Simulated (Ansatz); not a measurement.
This Al₅GaP₆ structure is the end of a relaxation. The cell was found from a structure generator's guess, not taken from experiment.

These are results of DFT PBE, scalar-relativistic, plane waves, PAW (Ansatz 0.2.0), not measurements. Cutoff 420 eV, Γ-centred mesh, Gaussian smearing, no spin polarisation.

```
Al Ga P
1.0
     3.88616    0.00000    0.00000
    -1.94308    3.36551    0.00000
     0.00000    0.00000   19.15660
Al Ga P
5 1 6
Direct
  0.66667 0.33333 0.16627
  0.66667 0.33333 0.49993
  0.66667 0.33333 0.83319
  0.33333 0.66667 0.99979
  0.33333 0.66667 0.66658
  0.33333 0.66667 0.33352
  0.66667 0.33333 0.29117
  0.66667 0.33333 0.62485
  0.66667 0.33333 0.95806
  0.33333 0.66667 0.12466
  0.33333 0.66667 0.45852
  0.33333 0.66667 0.79146
```

Energies over the elements count from the elements' standard structures at the same level, with no fitted energy shifts. The references include black phosphorus.

(1) Find its symmetry and describe it.

(2) What is its formation energy per atom?

(3) Is it a metal?

Results:

(1) P3m1 (No. 156), with Al and Ga ordered on wurtzite sites. Conventional cell: a = 3.886 Å, c = 19.157 Å. Around Al on its first site lie 4 P at 2.38–2.39 Å; Al on its second site is surrounded by 4 P at 2.38–2.39 Å; around Ga lie 4 P at 2.39 Å; P on its first site has 3 Ga at 2.39 Å and 1 Al at 2.39 Å; 8 more sites not described.

(2) −0.594 eV/atom. A negative formation energy is needed for stability but isn't enough: competing phases decide.

(3) No, the gap on the 12×12×2 mesh is 1.71 eV.

The last run used a 12×12×2 mesh (in the run's order of axes) for its 12-atom cell and Gaussian smearing of 0.02 eV. Kohn–Sham gaps at this level usually fall short of measured ones. The reference form of P is held partly by dispersion forces, which this level lacks. Symmetry constrained the relaxation, so the result can be a saddle point.
